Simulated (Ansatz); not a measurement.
Starting cell, Bi (A7 type, space group R-3m):

```xyz
2
Lattice="2.2608 1.3053 4.0094 -2.2608 1.3053 4.0094 0.0000 -2.6105 4.0094" Properties=species:S:1:pos:R:3 pbc="T T T"
Bi     0.0000     0.0000     2.8115
Bi     0.0000     0.0000     9.2167
```

In each cell atom 1 (Bi, nearest neighbour Bi at 3.069 Å; its periodic images, 4.5 Å or more away, move with it) moves by s·(0.577, 0.577, 0.577) (along Cartesian [111]), the rest being held.

These are r2SCAN+rVV10 (plane waves to 500 eV, PAW, scalar-relativistic; Ansatz, a program for electronic structure) values and carry that method's errors. k mesh 10×10×10 (Γ-centred), Fermi-Dirac smearing 0.05 eV. The energy includes the smearing's −TS. Compression counts positive. With partly filled bands, energies and forces of such displacements shift with the k mesh and the smearing. Bi was relaxed with its symmetry unable to fall. Spin-orbit coupling is left out, though Bi is heavy. The PAW data are Ansatz's earlier set. The zero of ΔE is the undisplaced structure.

**Question.** Give the computed ΔE (meV/cell) and P (GPa) at s (Å) = -0.610, -0.488, -0.244, -0.122, 0.488, 0.610.

**Answer.** 
```json
[
 {"s (Å)": "-0.610", "ΔE (meV/cell)": "1062", "P (GPa)": "9.1"},
 {"s (Å)": "-0.488", "ΔE (meV/cell)": "629", "P (GPa)": "6.3"},
 {"s (Å)": "-0.244", "ΔE (meV/cell)": "128", "P (GPa)": "2.3"},
 {"s (Å)": "-0.122", "ΔE (meV/cell)": "28", "P (GPa)": "0.9"},
 {"s (Å)": "0.488", "ΔE (meV/cell)": "125", "P (GPa)": "-0.2"},
 {"s (Å)": "0.610", "ΔE (meV/cell)": "180", "P (GPa)": "0.6"}
]
```

(A displaced cell: forces are minus the slopes of the energy, force constants its curvatures, and phonons follow from these.)
